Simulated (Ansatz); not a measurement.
Relaxed-ion elastic tensor of Cu (body-centred tetragonal, I4/mmm) in GPa (Voigt order), DFT-r²SCAN+D4 in the program Ansatz with PAW potentials; density 9.32 g/cm³, 11.32 Å³ per atom.

```tsv
	1	2	3	4	5	6
1	156	183	165	0.0	0.0	0.0
2	183	156	165	0.0	0.0	0.0
3	165	165	186	0.0	0.0	0.0
4	0.0	0.0	0.0	113	0.0	0.0
5	0.0	0.0	0.0	0.0	113	0.0
6	0.0	0.0	0.0	0.0	0.0	130
```

Question: Is the crystal mechanically stable?

Answer: No: the smallest eigenvalue of C is -27.0 GPa.

The first step of the workflow began from a Materials Project structure, measured or hypothetical; the Crystallography Open Database copy checked does not list it. It is not the phase usual at ambient conditions (space group No. 225). Symmetry was held in the r²SCAN+D4 relaxation. At this level the phase is mechanically unstable. No spin polarisation was allowed. The pairwise dispersion correction was not fitted to metals. As this level gives no gap, shear constants depend on the k-mesh and smearing (Fermi–Dirac, 0.1 eV here).

Potentials: the later of the program's two PAW sets.
